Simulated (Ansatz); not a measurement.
NaTl₃F₆ in space group Fm-3m (No. 225; Na on 4a, Tl on 8c, Tl on 4b, F on 24e), r²SCAN in the plane-wave PAW code Ansatz. The conduction-band minimum lies at X, with 3 equivalent valleys. Second derivatives d²E/dk² of the lowest band at one valley (eV·Å²), along Cartesian directions:

| direction | d²E/dk² |
|---|---|
| [100] | 11.89 |
| [010] | 5.395 |
| [001] | 5.395 |
| [110] | 8.642 |
| [101] | 8.642 |
| [011] | 5.396 |

Q: Find the principal effective masses, the density-of-states mass and the conductivity mass.

A: Off-diagonal terms follow from H_xy = H[110] − (H_xx + H_yy)/2, and m*/mₑ = 7.620 eV·Å² over each eigenvalue: 0.64, 1.4, 1.4. One valley's DOS mass (m₁m₂m₃)^(1/3) = 1.1, conductivity mass 3/(Σ 1/mᵢ) = 1.0 mₑ.

Q: What effective density of states Nc follows at 300 K for parabolic valleys?

A: Nc = 2.509e19 × 3 × (1.1)^(3/2) ≈ 8.7e19 cm⁻³.

The first step of the workflow began from a Materials Project structure, measured or hypothetical; the Crystallography Open Database copy checked does not list it. Whether it is the stable phase at ambient conditions was not checked. The cell was relaxed with r²SCAN under the symmetry of its start; whether a distortion lowers the energy is not shown. Scalar-relativistic: spin–orbit coupling is off unless named, which matters more the heavier the elements.

Potentials: the later of the program's two PAW sets.

Edges and masses are those of Kohn–Sham bands, whose gap is no quasiparticle gap.
